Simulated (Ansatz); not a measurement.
BeSe:
```yaml
crystal:
  lattice:
    - [6.38083, 0.00000, 0.00000]
    - [0.00000, 6.38083, 0.00000]
    - [0.00000, 0.00000, 6.38083]
  atoms:
    - { symbol: Be, position: [0.25000, 0.00000, 0.50000] }
    - { symbol: Be, position: [0.50000, 0.25000, 0.00000] }
    - { symbol: Be, position: [0.50000, 0.75000, 0.00000] }
    - { symbol: Be, position: [0.75000, 0.00000, 0.50000] }
    - { symbol: Be, position: [0.00000, 0.50000, 0.75000] }
    - { symbol: Be, position: [0.00000, 0.50000, 0.25000] }
    - { symbol: Se, position: [0.25000, 0.50000, 0.00000] }
    - { symbol: Se, position: [0.00000, 0.25000, 0.50000] }
    - { symbol: Se, position: [0.00000, 0.75000, 0.50000] }
    - { symbol: Se, position: [0.75000, 0.50000, 0.00000] }
    - { symbol: Se, position: [0.50000, 0.00000, 0.75000] }
    - { symbol: Se, position: [0.50000, 0.00000, 0.25000] }
```

The program Ansatz at the PBE level (PAW) gives a gap of 2.69 eV without spin–orbit coupling, maximum at Γ, minimum on the Γ–X line, 79 % of the way from Γ.

Task: What happens when spin–orbit coupling is switched on?

Result: The gap decreases by 0.07 eV, to 2.62 eV; maximum at Γ, minimum on the Γ–X line, 79 % of the way from Γ.

Task: How large is the spin–orbit splitting of the valence top at Γ?

Result: The fourfold level lies 0.20 eV above the split-off pair.

Task: Give the electron effective mass with spin–orbit coupling.

Result: 0.46, 0.46, 0.74 mₑ (principal values).

Task: Give the hole effective mass with spin–orbit coupling, band 1 of 2 at the edge.

Result: 2.5 along [100], 0.69 along [110], 0.46 along [111] (mₑ).

Task: Give the hole effective mass with spin–orbit coupling, band 2 of 2 at the edge.

Result: 0.20 along [100], 0.26 along [110], 0.31 along [111] (mₑ).

Space group Pm-3n. The start of the workflow was typed in or built on a structure type; neither database checked (COD, Materials Project) lists it. COD files the formula under space group No. 216. Whether it is the stable phase at ambient conditions was not checked. The cell was relaxed with PBE under the symmetry of its start; whether a distortion lowers the energy is not shown. The volume moved by 20 % from the start of the relaxation.

Potentials: the earlier of the program's two PAW sets.
